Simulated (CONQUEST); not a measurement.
A self-consistent single point of Sb (Pm-3m, 1 atom in the cell; from Materials Project mp-133, changed as shown) with CONQUEST.

Level of theory: PBEsol, numerical atomic orbitals double-zeta with polarisation (the shipped basis), PseudoDojo norm-conserving potentials made for PBEsol in CONQUEST.

The change in words: lattice scaled by 0.97. Reference geometry (Pm-3m):
```xyz
1
Lattice="3.0833 0.0000 0.0000 0.0000 3.0833 0.0000 0.0000 0.0000 3.0833" Properties=species:S:1:pos:R:3 pbc="T T T"
Sb     0.0000     0.0000     0.0000
```

Reference input (self-consistent single point, DFT, PBEsol, numerical atomic orbitals double-zeta with polarisation (the shipped basis), PseudoDojo norm-conserving potentials made for PBEsol): basis = DZP; Diag.MPMeshX, Y, Z = 10 10 10; potentials = PseudoDojo norm-conserving PBEsol; Grid.GridCutoff = 140 Ha; DM.SolutionMethod = diagon; Diag.SmearingType = 1; Diag.kT = 0.009996 Ha; Diag.MPOrder = 0; minE.SCTolerance = 1.0e-06; SC.MaxIters = 100; SC.LinearMixingFactor = 0.3; SC.KerkerPreCondition = true. This run's input differs from it in these lines:

```diff
@@ -34,5 +34,5 @@
 # file: Sb.in
-     3.083340000      0.000000000      0.000000000
-     0.000000000      3.083340000      0.000000000
-     0.000000000      0.000000000      3.083340000
+     2.990840000      0.000000000      0.000000000
+     0.000000000      2.990840000      0.000000000
+     0.000000000      0.000000000      2.990840000
 1
```

Log, with long lists cut:

```
    new_SC_potl: Starting.  Tolerance:  0.10000E-05

    PulayMixSC: Starting Pulay mixing, A_up =  0.300 A_dn =  0.300
    PulayMixSC: Spin non-polarised calculation.
    PulayMixSC: with Kerker preconditioning, q0 =  0.300
          Proc:     0 findFermi_fixspin: Warning! Diag.NElecLess >= total number of electrons for spin channel  1 setting it equal to number of electrons, but this is slow and you may want to change it to something smaller.
          Harris-Foulkes Energy            :     -2470.003767672232698 eV
          GroundState Energy (kT --> 0)    :     -2470.022562458415450 eV
   [... lines left out ...]
          Harris-Foulkes Energy            :     -2469.983806157672916 eV
          GroundState Energy (kT --> 0)    :     -2470.002923040935457 eV
          Free Energy (E-TS)               :     -2470.022039924197998 eV
          DFT Total Energy                 :     -2469.983806164821999 eV
          Total number of electrons        :        15.000025347729794
    PulayMixSC: Pulay iteration    10 residual:              0.87692E-06
    PulayMixSC: Reached SCF tolerance of  0.87692E-06 after     10 iterations
      | Number of electrons      =        15.000025
      |* band energy as 2Tr[K.H] =      -382.650747422024267 eV
      |  screened ion-ion energy =     -1857.372796772374386 eV
      |  Ha correction           =         5.786167234385311 eV
      |  XC correction           =      -235.746432468068065 eV
      | GS Energy with kT -> 0   =     -2470.002923040935457 eV
      | Free Energy as E-TS      =     -2470.022039924197998 eV
      |* Harris-Foulkes energy   =     -2469.983806157672916 eV
      |* DFT total energy        =     -2469.983806164821999 eV
      |  estimated accuracy      =         0.000000007149255 eV

    force: Forces on atoms (eV/A )
    force:  Atom   X              Y              Z
   [... lines left out ...]
    force: Maximum force :        0.00000000(eV/A ) on atom         1 in z direction
   [... lines left out ...]
    force: Force Residual:        0.00000000 eV/A
    force: Total stress:         -6.22132188     0.00000000     0.00000000 GPa
                             0.00000000    -6.22132188    -0.00000000
                             0.00000000    -0.00000000    -6.22132188
    force: Average pressure:      6.22132188 GPa

    force: Finished force
    get_E_and_F: Change in energy during last step of electronic optimisation:  0.84798E-07
```

The run converged in 10 iterations. CONQUEST prints the stress tensor with tension positive. Against the reference run the free energy rises by 42.5 meV/atom and the pressure goes from -0.76 to 6.22 GPa.

The program uses no crystal symmetry, so grid and mesh can part values that symmetry would make equal. The atom-centred basis is finite, which shifts total energies and pressures against plane waves. This run is one point of a test of settings, so its values need not be converged; read them against the reference run alone. The structure comes from a collection of computed structures, made at another level of theory; the collection holds predicted forms beside known ones.

Cost on one core: around 60 core-seconds (rough).
